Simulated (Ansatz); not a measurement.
Is this RbNbTe₂ structure a true minimum?

The structure comes from a generated guess, relaxed at this level; another structure or a mixture of phases may lie lower.

All numbers below come from DFT PBE, scalar-relativistic, plane waves, PAW in Ansatz 0.2.0. Plane waves to 420 eV, a k mesh through Γ of 12×12×4 on the computed 4-atom cell and Gaussian smearing (0.02 eV); no spin polarisation.

The cell below (4 atoms, space group P-6m2 (No. 187)) is relaxed within its symmetry.

```
CELL_PARAMETERS angstrom
3.89312 0.00000 0.00000
-1.94656 3.37154 0.00000
0.00000 0.00000 9.11565
ATOMIC_POSITIONS crystal
Rb 0.00000 0.00000 0.50000
Nb 0.00000 0.00000 0.00000
Te 0.33333 0.66667 0.19098
Te 0.33333 0.66667 0.80902
```

For the test a repeat of it with 8 atoms (edges 3.89, 3.89, 18.23 Å) was strained at random (σ = 1.5 % a component), the atoms were moved at random (σ = 0.05 Å), and all was relaxed again on a coarse 6×6×1 mesh (in the run’s order of axes) with 0.10 eV smearing, with no symmetry imposed.

Spin–orbit coupling, which can matter for Te, is left out.

Task: Does it come back?

Result: It returns, within 1 meV/atom of the unmoved cell on that mesh and with the same symmetry when read at 0.1 Å. No instability shows in this cell; modes of other wave vectors, which need another repeat, aren't tested.
